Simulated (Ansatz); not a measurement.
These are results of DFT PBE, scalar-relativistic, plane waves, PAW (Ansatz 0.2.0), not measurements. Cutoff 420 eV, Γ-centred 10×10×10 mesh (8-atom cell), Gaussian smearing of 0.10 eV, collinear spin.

Formation energies are uncorrected and count from the elements' standard states at the same level.

Problem. Give a relaxed trial structure of a cubic metal that holds Al and 2 more elements, with a formation energy near −0.63 eV/atom and about 13 Å³ per atom, in a cell of 8 atoms.

Solution. Al₄CoRu₃, space group Im-3m (No. 229). Around Al lie 2 Co at 2.57 Å, 6 Ru at 2.57 Å and 6 Al at 2.97 Å; Co has 8 Al at 2.57 Å and 6 Ru at 2.97 Å; around Ru lie 8 Al at 2.57 Å, 2 Co at 2.97 Å and 4 Ru at 2.97 Å.

```cif
data_structure
_symmetry_space_group_name_H-M 'Im-3m'
_symmetry_Int_Tables_number 229
_cell_length_a 5.9463
_cell_length_b 5.9463
_cell_length_c 5.9463
_cell_angle_alpha 90.000
_cell_angle_beta 90.000
_cell_angle_gamma 90.000
_cell_volume 210.26
loop_
_atom_site_label
_atom_site_type_symbol
_atom_site_symmetry_multiplicity
_atom_site_Wyckoff_symbol
_atom_site_fract_x
_atom_site_fract_y
_atom_site_fract_z
_atom_site_occupancy
Al1 Al 8 c 0.25000 0.75000 0.25000 1
Co1 Co 2 a 0.00000 0.00000 0.00000 1
Ru1 Ru 6 b 0.00000 0.50000 0.00000 1
```

| Item | Value |
| --- | --- |
| Volume per atom | 13.14 Å³ |
| Density | 7.42 g/cm³ |
| Energy over the elements | −0.63 eV/atom |
| Gap on the 10×10×10 mesh of the 8-atom cell | 0 eV (a metal) |
| Net moment per atom | 0.00 μB |
| Moment by site | all under 0.1 μB |

The structure comes from a generated guess, relaxed at this level; another structure or a mixture of phases may lie lower. Other answers may fit too; this one was computed.

A structure relaxed within its symmetry needn't be a true minimum. Site moments count only spheres around the atoms; the net moment includes the space between them.
